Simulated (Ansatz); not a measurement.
Here is the system:

Starting cell, SiC (zinc blende):

```
CELL_PARAMETERS angstrom
      0.00000     4.35662     4.35662
      2.17831     2.17831     4.35662
      2.17831     2.17831     0.00000
ATOMIC_POSITIONS crystal
  C  0.00000 0.75000 0.75000
  C  0.50000 0.75000 0.75000
  Si 0.00000 0.00000 0.00000
  Si 0.50000 0.00000 0.00000
```

A phonon eigenvector at X = (0.5, 0.5, 0.0) is frozen into this cell: atom i moves by Q times the vector below, so Q is the largest atomic displacement, in Å. The cell is held. (q is in reciprocal vectors of the primitive cell; the cell shown is doubled to hold the pattern.)

| atom | x | y | z |
|---|---|---|---|
| C1 | 0.000 | 0.000 | -1.000 |
| C2 | 0.000 | 0.000 | 1.000 |

Atoms not listed stay in place.

Level of theory: r2SCAN (plane waves to 500 eV, PAW, scalar-relativistic; Ansatz, an electronic-structure program). k mesh 13×13×13 (Γ-centred), Fermi-Dirac smearing 0.05 eV. E stands for the smeared free energy. SiC was relaxed with its symmetry unable to fall. The PAW data are Ansatz's earlier set. ΔE is measured from the undisplaced structure.

The scan covers Q from -0.100 to 0.100 Å in 13 points.

Question: Which space group does the distorted structure have?

Answer: P-4m2 (No. 115), lowered from F-43m.

Question: What is the energy change at Q = 0.100 Å?

Answer: 306 meV/cell.

Question: What harmonic wavenumber does the curvature at Q = 0 give?

Answer: 834 cm⁻¹.

(A displaced cell: forces are minus the slopes of the energy, force constants its curvatures, and phonons follow from these.)
